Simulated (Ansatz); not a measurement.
Here is the system:

B:
```yaml
crystal:
  lattice:
    - [2.44933, 1.41412, 4.17146]
    - [-2.44933, 1.41412, 4.17146]
    - [0.00000, -2.82825, 4.17146]
  atoms:
    - { symbol: B, position: [0.00987, 0.65441, 0.00987] }
    - { symbol: B, position: [0.99013, 0.34559, 0.99013] }
    - { symbol: B, position: [0.00987, 0.00987, 0.65441] }
    - { symbol: B, position: [0.99013, 0.99013, 0.34559] }
    - { symbol: B, position: [0.65441, 0.00987, 0.00987] }
    - { symbol: B, position: [0.34559, 0.99013, 0.99013] }
    - { symbol: B, position: [0.22051, 0.63175, 0.22051] }
    - { symbol: B, position: [0.77949, 0.36825, 0.77949] }
    - { symbol: B, position: [0.22051, 0.22051, 0.63175] }
    - { symbol: B, position: [0.77949, 0.77949, 0.36825] }
    - { symbol: B, position: [0.63175, 0.22051, 0.22051] }
    - { symbol: B, position: [0.36825, 0.77949, 0.77949] }
```

This is the r²SCAN-relaxed structure. x, y and z are the axes in which the lattice vectors are written.

All from r²SCAN (plane waves, PAW; program Ansatz), unless another level is named. Estimate the band gap.

1.60 eV (indirect).

And the smallest direct gap on the standard path?

2.04 eV.

Give the conduction-band minimum.

off the standard path, at k = (0.258, -0.323, -0.323).

Predict the valence-band maximum.

at T.

Space group R-3m (α-B12). The cell was relaxed with r²SCAN under the symmetry of its start.

Potentials: the later of the program's two PAW sets.
